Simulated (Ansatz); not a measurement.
Ag (fcc, Cu type)

```
Ag
1.0
    0.00000     2.02719     2.02719
    2.02719     0.00000     2.02719
    2.02719     2.02719     0.00000
Ag
1
Direct
  0.00000   0.00000   0.00000
```

Two coordinates are scanned: the volume, and the ratio of the stretch along z (the conventional c axis) to the stretch across it. Atoms keep their fractional coordinates.

Computed with PBEsol (plane waves to 420 eV, PAW, scalar-relativistic; Ansatz, a quantum-chemistry and plane-wave program). k mesh 20×20×20 (Γ-centred), Fermi-Dirac smearing 0.05 eV. Compression counts positive. With partly filled bands, the response to shear is sensitive to the k mesh, so small differences along c/a are uncertain. Ag was relaxed with its symmetry unable to fall.

At one point of the scan the stress tensor (GPa) is:

```
    0.7      0.0      0.0
    0.0      0.7      0.0
    0.0      0.0     -1.2
```

**Question.** Which point is it?
A. V/V₀ = 1.000, (c/a)/(c/a)₀ = 1.040
B. V/V₀ = 1.040, (c/a)/(c/a)₀ = 1.020
C. V/V₀ = 0.920, (c/a)/(c/a)₀ = 0.980
D. V/V₀ = 0.920, (c/a)/(c/a)₀ = 1.000

**Answer.** A, V/V₀ = 1.000, (c/a)/(c/a)₀ = 1.040

(Under strain, the slope of the energy per volume gives the stress and its curvature an elastic modulus.)
